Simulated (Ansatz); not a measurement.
Ta$_{2}$Se (space group P4/nmm)

```xyz
6
Lattice="3.3666 0.0000 0.0000 0.0000 3.3666 0.0000 0.0000 0.0000 10.0006" Properties=species:S:1:pos:R:3 pbc="T T T"
Ta     1.6833     0.0000     7.6103
Ta     0.0000     1.6833     2.3903
Ta     0.0000     1.6833     9.2387
Ta     1.6833     0.0000     0.7619
Se     0.0000     1.6833     6.4004
Se     1.6833     0.0000     3.6002
```

The slice is a (0 -1 1) plane (indices of the conventional cell) through the point (0.000, 0.500, 0.640) (fractional), spanned by u = [100] and v = [011] in vectors of this cell: u (3.37 Å) and v (10.55 Å, at 90° to u). It covers one period; positions are fractions (u, v).

Calculation: r2SCAN+rVV10 (plane waves to 500 eV, PAW, scalar-relativistic; Ansatz, an electronic-structure program). k mesh 14×14×5. Near the nuclei the fields are pseudised (PAW); where an atom keeps semicore shells as valence, they peak there. At this level the bands of Ta2Se touch or barely overlap. Spin-orbit coupling is left out, though Ta is heavy. Ta2Se is run without spin polarisation. Ta2Se was relaxed with its symmetry unable to fall.

Task: Predict the map of the electrostatic potential energy of an electron, from the cell's mean on the slice.

Result: 
```
|xxxxxx--%%%%--xxxx|
|xxxx  ##@@@@##  xx|
|::==##@@@@@@@@##==|
|%%@@@@@@@@@@@@@@@@|
|@@@@@@@@%%%%@@@@@@|
|@@@@%%**----**%%@@|
|####++  xxxx  ++##|
|====..xxxxxxxx..==|
|..::  xxxxxxxx  ::|
|  ..::  xxxx  ::..|
|::--==--::::--==--|
|++++++==::::==++++|
|%%##--        --##|
|%%**  xxxxxxxx  **|
|%%==xxxxxxxxxxxx==|
|%%==xxxxxxxxxxxx==|
|%%++  xxxxxxxx  ++|
|++++::  xxxx  ::++|
|    --==----==--  |
|xx    **%%%%**    |
|xxxx  ++####++  xx|
|      --====--    |
|    ::::    ::::  |
|======::    ::====|
|  ::==--::::--==::|
|xxxx  ==++++==  xx|
|xxxxxx::****::xxxx|
|xxxxxx..####..xxxx|
```
Scale: ten equal steps from 3.00 (start of ' ') to 11.21 (end of '@'), in the order ' .:-=+*#%@'. Values: electrostatic potential energy of an electron, from the cell's mean, in eV. The map has 9 points along u (two characters each, u = 0 at the left) and 28 along v (v = 0 in the bottom row). Points within 1 Å of a nucleus are blanked (x), as the pseudised field means little there. Values under 3 eV are set to 3. The zero, the cell's mean, hangs on the PAW cores.
